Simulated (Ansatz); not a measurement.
Ge in the diamond structure: a single-point calculation in Ansatz 0.2.0 (HSE06). The cell was relaxed with r2SCAN and then strained (isotropic +1.0 % on every length), with the atoms relaxed again with r2SCAN; k points keep the names of the unstrained zone.

The input:
```yaml
crystal:
  lattice:
    - [0.0, 2.8652422472, 2.8652422472]
    - [2.8652422472, 0.0, 2.8652422472]
    - [2.8652422472, 2.8652422472, 0.0]
  atoms:
    - { symbol: Ge, position: [0.0, 0.0, 0.0] }
    - { symbol: Ge, position: [0.25, 0.25, 0.25] }
kpoints:
  mp_grid: { grid: [6, 6, 6] }
  band_path:
    path:
      - [0.0, 0.0, 0.0]
      - [0.5, 0.0, 0.5]
      - [0.625, 0.25, 0.625]
      - [0.375, 0.375, 0.75]
      - [0.5, 0.5, 0.5]
      - [0.5, 0.25, 0.75]
    npoints: 1
hamiltonian:
  xc: hse06
scf:
  occupations: { method: fermi_dirac, width: 0.02 }
  n_extra_bands: 4
output:
  forces: true
  stress: true
  eigenvalues: true
  write_density: true
  write_potential: true
  elf: true
  volumetric_format: npy
```

**Question.** It ran on 1 × NVIDIA H100 80GB HBM3 with 2 threads of AMD EPYC 7R13 Processor (Zen 3) (shared host), load about 0.8 per core. About how long did it take, and how much host memory at the peak?

**Answer.** About 27 s, with a peak of 2.1 GiB.

What the program printed (shortened):
```
Functional definition: HSE06
Crystal: 2 atoms, lattice volume = 47.045 Å³
Basis set: ecut = 420 eV, 941 PW (Γ)
Bands: 18, of which v1, the nominal top of the filled ones, is band 14 counted from 1 (13 counted from 0)
Symmetry: 48 space group operations
Space group: Fd-3m (ITA 227)
k-points: 16 of 216
Exchange kernel: α = 0.2500, screened, ω = 0.2079 Å⁻¹, Wigner–Seitz truncation, v(0) = 1046.6858 eV·Å³, q-mesh 6×6×6
preconditioner: auto → none  [insulator: Δε(μ)=0.314 eV  σ=0.020 eV  ℏωp=28.6 eV]
hybrid outer 1: dexx = +1.133e-2 eV, tail = 7.40e-5 eV
hybrid outer 2: dexx = +1.050e-6 eV, tail = 3.83e-8 eV, Δε = 4.63e-3 eV
hybrid SCF converged: 2 outer / 10 inner (+6 warm-up)
Free energy (F): -8591.669468 eV
Fermi energy:    8.012322 eV
--- Per-component energies (eV) ---
  E_band       = -386.363358
  E_kinetic    = 220.208037
  E_local      = -5000.328238
  E_nonlocal   = 838.941597
  E_hartree    = 2196.169799
  E_xc         = -121.261000
  E_vxc        = -103.289937
  E_exx        = -108.913909
  E_paw        = -3962.694686
  E_vpaw       = -516.407386
  E_ewald      = -2653.060925
  E_core_change = -0.730747
--- Stress (GPa, compression-positive) ---
       -1.721151       0.000000       0.000000
        0.000000      -1.721151       0.000000
        0.000000       0.000000      -1.721151
  P = ⅓ Tr σ = -1.7212 GPa (-17.212 kbar)
```

Levels at the listed points, from bands.tsv (eV from the Fermi energy, bands near the gap, counted from 0):
```tsv
# k_distance	band_9	band_10	band_11	band_12	band_13	band_14	band_15	band_16	band_17
# fermi_ev = 8.012342
# [0, 0, 0] at k_distance = 0.000000
# [0.5, 0, 0.5] at k_distance = 1.096449
# [0.625, 0.25, 0.625] at k_distance = 1.484103
# [0.375, 0.375, 0.75] at k_distance = 2.155538
# [0.5, 0.5, 0.5] at k_distance = 2.826973
# [0.5, 0.25, 0.75] at k_distance = 3.602280
# levels_relative_to = fermi_ev
0.000	-27.920	-13.994	-0.246	-0.246	-0.246	0.224	2.940	2.940	2.940
1.096	-27.886	-9.808	-9.808	-3.464	-3.464	1.058	1.058	10.203	10.203
1.484	-27.872	-10.325	-9.163	-4.755	-2.995	1.480	4.514	7.785	7.982
2.156	-27.872	-10.325	-9.163	-4.755	-2.995	1.480	4.514	7.785	7.982
2.827	-27.898	-11.760	-8.363	-1.708	-1.708	0.422	4.173	4.173	7.635
3.602	-27.874	-9.706	-9.706	-4.298	-4.298	4.791	4.791	5.123	5.123
```
In order the rows are Γ, X, U, K, L, W.

Planar averages along the third cell vector, from rho_z.tsv and v_z.tsv (valence density with its augmentation; electrostatic potential energy of an electron, of which only differences have a meaning):

| z (Å) | ρ (e/Å³) | v_es (eV) |
| --- | --- | --- |
| 0.00 | 1.434 | 0.50 |
| 0.14 | 1.327 | -0.31 |
| 0.27 | 1.054 | -0.91 |
| 0.41 | 0.824 | -1.23 |
| 0.54 | 0.772 | -1.29 |
| 0.68 | 0.922 | -1.10 |
| 0.81 | 1.198 | -0.64 |
| 0.95 | 1.413 | 0.08 |
| 1.08 | 1.382 | 0.95 |
| 1.22 | 1.101 | 1.86 |
| 1.35 | 0.740 | 2.80 |
| 1.49 | 0.459 | 3.82 |
| 1.62 | 0.292 | 4.91 |
| 1.76 | 0.205 | 6.07 |
| 1.89 | 0.158 | 7.25 |
| 2.03 | 0.131 | 8.34 |
| 2.16 | 0.115 | 9.20 |
| 2.30 | 0.105 | 9.75 |
| 2.43 | 0.100 | 10.03 |
| 2.57 | 0.099 | 10.08 |
| 2.70 | 0.102 | 9.92 |
| 2.84 | 0.109 | 9.51 |
| 2.97 | 0.122 | 8.81 |
| 3.11 | 0.143 | 7.81 |
| 3.24 | 0.178 | 6.66 |
| 3.38 | 0.241 | 5.48 |
| 3.51 | 0.363 | 4.36 |
| 3.65 | 0.585 | 3.30 |
| 3.78 | 0.918 | 2.32 |
| 3.92 | 1.264 | 1.40 |

The HSE06 gap is direct at Γ: 0.47 eV. The gap is the least over the mesh and the extra points. The mean pressure is -1.7 GPa (compression positive), so HSE06 would shrink the cell's volume. The stress of a hybrid is loosely converged here.

Spin-unpolarised throughout; all numbers are computed.

The runs are scalar-relativistic, without spin-orbit coupling.

The meshes of the hybrids are coarse, so their gaps aren't converged to the digits shown.
